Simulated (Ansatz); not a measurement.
## A plane-wave run on RbBIr$_{3}$

The input, for Ansatz 0.2.0 (plane waves, PAW):

```yaml
crystal:
  lattice:
    - [4.425858, 0.0, 0.0]
    - [0.0, 4.425858, 0.0]
    - [0.0, 0.0, 4.425858]
  atoms:
    - { symbol: B, position: [0.5, 0.5, 0.5] }
    - { symbol: Ir, position: [0.0, 0.5, 0.5] }
    - { symbol: Ir, position: [0.5, 0.0, 0.5] }
    - { symbol: Ir, position: [0.5, 0.5, 0.0] }
    - { symbol: Rb, position: [0.0, 0.0, 0.0] }
  symmetry: { tolerance: 0.0003 }
kpoints:
  mp_grid: { grid: [8, 8, 8], shift: [0, 0, 0] }
  band_path:
    path:
      - [0.0, 0.0, 0.0]
      - [0.0, 0.5, 0.0]
      - [0.5, 0.5, 0.0]
      - [0.0, 0.0, 0.0]
      - [0.5, 0.5, 0.5]
      - [0.0, 0.5, 0.0]
      - [0.5, 0.5, 0.5]
      - [0.5, 0.5, 0.0]
    npoints: 20
magnetization:
  spin_polarized: false
scf:
  occupations: { method: fermi_dirac, width: 0.1115 }
  lower_state_search: "off"
  max_iter: 200
hamiltonian:
  pseudopotentials: { kind: paw }
  xc: pbe
basis:
  ecutwfc: 420
  fft_grid_basis: typed
output:
  forces: true
  stress: true
  eigenvalues: true
  bader: true
  populations: true
  elf: true
  write_potential: true
  volumetric_format: npy
  dos:
    e_range: [-12, 8]
    de: 0.05
    projected: { site_lists: { B: [B], Ir: [Ir], Rb: [Rb] } }
checkpoint:
  read: saved_state
```

Launched with:

```sh
ansatz run input.yaml --threads 1 --pin off --max-ram 2560MiB --backend cpu --events-out ev --progress --plain --runs-dir out
```

The run starts from an earlier solution of this cell. 

Excerpt of what it printed:

```
Pseudopotentials: kind: paw
Pseudopotential: B, paw, valence charge 3, recommended cutoff 420 eV (normal), B.paw.azcp
Pseudopotential: Ir, paw, valence charge 17, recommended cutoff 420 eV (normal), Ir.paw.azcp
Pseudopotential: Rb, paw, valence charge 9, recommended cutoff 420 eV (normal), Rb.paw.azcp
Functional definition: PBE
  exchange = pbe_x(kappa = kappa, mu = beta*pi^2/3)
  correlation = pbe_c(beta = beta)
Crystal: 5 atoms, lattice volume = 86.695 Å³
Basis set: ecut = 420 eV, 1743 PW (Γ), exchange–correlation on 60×60×60 points (8 copies of the dense FFT grid, shifted against one another)
Bands: 38, of which v1, the nominal top of the filled ones, is band 32 counted from 1 (31 counted from 0)
Symmetry: 48 space group operations
Space group: Pm-3m (ITA 221), of the structure as read, at distance tolerance 1.3e-3 Å
k-points: 35 of 512
Initial density: read from a saved state, or passed on in memory by an earlier SCF of this step, an earlier step, the calling program or the single point that the run made first
Functional: x = pbe(κ = 0.804, μ = 0.2195), c = pbe(β = 0.0667)
SCF iter   1: F=—  Δρ=2.26e-3  dr2=1.75e-3
SCF iter   2: F=—  Δρ=1.14e-3  dr2=5.43e-4
SCF iter   3: F=—  Δρ=1.27e-4  dr2=4.20e-5
SCF iter   4: F=—  Δρ=5.44e-5  dr2=4.03e-6
SCF iter   5: F=—  Δρ=1.46e-5  dr2=2.06e-7
SCF iter   6: F=-39225.1807 eV  Δρ=3.31e-6  dr2=8.27e-9
Free energy (F): -39225.1807 eV
Harris-Foulkes:  -39225.1807 eV  (|F-HF|=1.76e-9)
Internal energy: -39224.9883 eV  (E = F + TS)
E sigma→0 (E₀):  -39225.0845 eV
Entropy (-TS):   -0.1924 eV (-38.471 meV/atom)
Fermi energy:    14.5920 eV
--- Per-component energies (eV) ---
  E_band       = -679.1537
  E_kinetic    = 2105.8301
  E_local      = -5334.1293  (includes V_loc(G=0)·N_el)
  E_nonlocal   = 407.7008
  E_hartree    = 1973.1053
  E_xc         = -961.2698
  E_vxc        = -1067.9644  (∫ρ·V_xc dr)
  E_paw        = -30367.7852  (= ΣΔE_a)
  E_vpaw       = -736.7998  (= ΣTr[D̂ρ^β])
  E_aug_tail   = 0.0002  (compensation charges beyond the density's cutoff)
  E_ewald      = -7048.4404
  E_smearing   = -0.1924  (= −TS)
--- Stress (GPa, compression-positive) ---
       -9.5152       0.0000       0.0000
        0.0000      -9.5152       0.0000
        0.0000       0.0000      -9.5152
  P = ⅓ Tr σ = -9.5152 GPa (-95.152 kbar)
--- Bader charges: 5 sites ---
  site symbol  charge [e]  shift [e]
     0      B     -0.1199     0.0050
     1     Ir     -0.1657     0.0017
     2     Ir     -0.1657     0.0017
     3     Ir     -0.1657     0.0017
     4     Rb      0.6170     0.0000
```

Origin: a known structure type with other elements, at an estimated volume, so it need not be a known compound. Caveats: many states at the Fermi level without spin polarisation, so a magnetic state may lie lower.

What did the run cost?

Cost: 46 s on 1 thread of Arm Neoverse V2 (shared host), peak memory 0.49 GiB (start from a saved density).
